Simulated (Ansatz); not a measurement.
NaHF$_{2}$:
```
NaHF2
1.0
    1.70819     0.98622     4.56611
   -1.70819     0.98622     4.56611
    0.00000    -1.97245     4.56611
Na H F
1 1 2
Direct
  0.00000   0.00000   0.00000
  0.50000   0.50000   0.50000
  0.58282   0.58282   0.58282
  0.41718   0.41718   0.41718
```

Relaxed with r²SCAN+D4. Independent-particle spectrum: no excitons, no local fields, no scissors shift; 0.1 eV broadening; ε₁ of the summed bands alone.

Tabulate the dielectric function from DFT-r²SCAN+D4 in the program Ansatz with PAW potentials.



```tsv
E (eV)	ε₁ xx	ε₂ xx	ε₁ zz	ε₂ zz
0.0	1.48	0.00	1.71	0.00
0.3	1.48	0.00	1.71	0.00
0.6	1.48	0.00	1.71	0.00
0.9	1.48	0.00	1.71	0.00
1.2	1.48	0.00	1.72	0.00
1.5	1.48	0.00	1.72	0.00
1.8	1.49	0.00	1.72	0.00
2.1	1.49	0.00	1.73	0.00
2.4	1.49	0.00	1.73	0.00
2.7	1.50	0.00	1.74	0.00
3.0	1.50	0.00	1.74	0.00
3.3	1.51	0.00	1.75	0.00
3.6	1.51	0.00	1.76	0.00
3.9	1.52	0.00	1.77	0.00
4.2	1.53	0.00	1.78	0.00
4.5	1.53	0.00	1.79	0.00
4.8	1.54	0.00	1.80	0.00
5.1	1.55	0.00	1.82	0.00
5.4	1.57	0.00	1.83	0.00
5.7	1.58	0.00	1.85	0.00
6.0	1.59	0.00	1.87	0.00
6.3	1.61	0.00	1.90	0.00
6.6	1.64	0.00	1.93	0.00
6.9	1.66	0.00	1.96	0.00
7.2	1.69	0.00	2.01	0.00
7.5	1.73	0.00	2.07	0.00
7.8	1.79	0.00	2.19	0.00
8.1	1.88	0.01	2.30	0.21
8.4	2.05	0.14	2.24	0.33
8.7	2.00	0.32	2.20	0.39
9.0	1.94	0.41	2.16	0.44
9.3	1.88	0.47	2.13	0.48
9.6	1.83	0.51	2.11	0.51
9.9	1.80	0.54	2.08	0.54
10.2	1.76	0.62	2.06	0.56
10.5	1.64	0.61	2.04	0.57
10.8	1.62	0.57	2.03	0.59
11.1	1.65	0.58	2.03	0.60
11.4	1.61	0.63	2.03	0.62
11.7	1.57	0.64	2.03	0.64
12.0	1.55	0.65	2.05	0.67
```

From ε at 9.4 eV (xx: 1.86 + 0.48i), find n, k, the normal reflectivity and the absorption coefficient.

n = 1.37, k = 0.175, R = 3 %, α = 2kE/ħc = 170000 cm⁻¹.

With all bands, ε∞ without local fields is 1.66 (xx = yy), 1.85 (zz).

Space group R-3m. The workflow started from a Materials Project entry (that database holds measured and hypothetical structures alike); the Crystallography Open Database files this formula in space group No. 166, but the cells were not matched. Whether it is the stable phase at ambient conditions was not checked. Symmetry was held in the r²SCAN+D4 relaxation; whether a distortion lowers the energy is not shown.

Potentials: the later of the program's two PAW sets.
